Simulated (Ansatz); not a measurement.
Fe (bcc, W type)

```xyz
1
Lattice="-1.3934 1.3934 1.3934 1.3934 -1.3934 1.3934 1.3934 1.3934 -1.3934" Properties=species:S:1:pos:R:3 pbc="T T T"
Fe     0.0000     0.0000     0.0000
```

The relaxed cell is deformed in two ways at once: its volume V is scaled, and at that volume it is stretched along z (the c axis of the conventional cell) so that c/a changes. Fractional atomic positions are held.

Method: PBEsol (plane waves to 420 eV, PAW, scalar-relativistic; Ansatz, a first-principles code). k mesh 23×23×23 (Γ-centred), Fermi-Dirac smearing 0.05 eV. E stands for the smeared free energy. With partly filled bands, the response to shear is sensitive to the k mesh, so small differences along c/a are uncertain. Fe was relaxed with its symmetry unable to fall. Relaxed Fe ends ferromagnetic. The PAW data are Ansatz's earlier set. The magnetic order is the one the run started from; other orders were not tried. ΔE is measured from the relaxed starting cell.

Q: Predict the ΔE (eV/atom) at all points of the grid V/V₀ = 0.920, 0.960, 1.000, 1.040, 1.080 by (c/a)/(c/a)₀ = 0.880, 0.940, 1.000, 1.060, 1.120.

A: ΔE (eV/atom), with V/V₀ across and (c/a)/(c/a)₀ down:

```tsv
(c/a)/(c/a)₀ \ V/V₀	0.920	0.960	1.000	1.040	1.080
0.880	0.125	0.080	0.063	0.069	0.093
0.940	0.073	0.028	0.014	0.024	0.053
1.000	0.056	0.013	0.000	0.011	0.041
1.060	0.069	0.025	0.011	0.021	0.050
1.120	0.099	0.053	0.037	0.044	0.071
```

(A scan under strain: stresses follow from slopes of the energy per volume, elastic moduli from its curvatures.)
